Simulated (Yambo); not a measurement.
**Optical response of LiBr at +2 % biaxial strain**

```
CELL_PARAMETERS angstrom
      4.21739     0.00000     0.00000
     -2.10869     3.65236     0.00000
      0.00000     0.00000     6.45957
ATOMIC_POSITIONS crystal
  Li 0.66667 0.33333 0.88331
  Li 0.33333 0.66667 0.38331
  Br 0.66667 0.33333 0.49169
  Br 0.33333 0.66667 0.99169
```

Yambo, RPA with local fields on PBEsol bands; 9×9×4 mesh, 67 bands, 4 Ry local-field block, 0.2 eV broadening; field along x.

| E (eV) | Im ε | Re ε | Im ε, independent particles |
|---|---|---|---|
| 0.0 | 0.00 | 2.58 | 0.00 |
| 0.6 | 0.01 | 2.59 | 0.01 |
| 1.2 | 0.01 | 2.61 | 0.02 |
| 1.9 | 0.02 | 2.66 | 0.03 |
| 2.5 | 0.03 | 2.72 | 0.04 |
| 3.1 | 0.04 | 2.82 | 0.05 |
| 3.8 | 0.06 | 2.97 | 0.08 |
| 4.4 | 0.10 | 3.20 | 0.14 |
| 5.0 | 0.31 | 3.56 | 0.39 |
| 5.6 | 0.81 | 3.83 | 1.03 |
| 6.2 | 1.21 | 3.98 | 1.64 |
| 6.9 | 2.65 | 4.16 | 4.00 |
| 7.5 | 3.16 | 2.69 | 4.58 |
| 8.1 | 3.00 | 1.98 | 4.57 |
| 8.8 | 2.12 | 2.12 | 4.50 |
| 9.4 | 2.97 | 1.91 | 5.84 |
| 10.0 | 3.10 | 1.09 | 4.44 |
| 10.6 | 2.38 | 0.51 | 3.03 |
| 11.2 | 2.31 | 0.17 | 2.32 |
| 11.9 | 1.90 | 0.07 | 1.81 |
| 12.5 | 1.48 | -0.09 | 1.29 |
| 13.1 | 1.07 | -0.05 | 0.99 |
| 13.8 | 0.85 | 0.15 | 0.89 |
| 14.4 | 0.66 | 0.32 | 0.79 |
| 15.0 | 0.63 | 0.47 | 0.84 |
| 15.6 | 0.60 | 0.65 | 0.96 |
| 16.2 | 0.70 | 0.63 | 0.90 |
| 16.9 | 0.76 | 0.65 | 0.83 |
| 17.5 | 0.78 | 0.51 | 0.61 |
| 18.1 | 0.64 | 0.41 | 0.44 |
| 18.8 | 0.54 | 0.40 | 0.36 |
| 19.4 | 0.43 | 0.49 | 0.35 |
| 20.0 | 0.39 | 0.52 | 0.31 |

Structure narrower than a few tenths of an eV can come from the finite k mesh. Convergence of the RPA response with its 9×9×4 mesh was not tested. No excitonic effects at this level.

Spin-orbit coupling is not included.

Geometry strained from the cell relaxed with PBEsol, atoms relaxed again.

This is not the ordinary phase of the substance; no match was found in the copy of COD used, and its stability was not checked.
